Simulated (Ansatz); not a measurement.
In DFT-PBEsol in the program Ansatz with PAW potentials, Al in the cubic phase (Fd-3m; Al on 8a, Al on 16d) relaxes to a = 7.430 Å.

Electronic character: metallic (no gap).

An equation-of-state fit gives a bulk modulus of 69.7 GPa. The relaxed-ion elastic constants in GPa are C11 = 93.2, C12 = 58.6, C44 = 32.3. The elastic constants imply a Debye temperature near 402 K. The highest mode at Γ lies at 500 cm⁻¹.

The start of the workflow was typed in or built on a structure type; neither database checked (COD, Materials Project) lists it. It is not the phase usual at ambient conditions (space group No. 225). The PBEsol relaxation kept the symmetry of its start. At this level the phase is dynamically unstable (imaginary phonons). As this level gives no gap, shear constants depend on the k-mesh and smearing (Fermi–Dirac, 0.1 eV here). As this level gives no gap, phonon frequencies hold no LO–TO term and depend on the k-mesh and smearing (Fermi–Dirac, 0.1 eV here).

Potentials: the later of the program's two PAW sets.
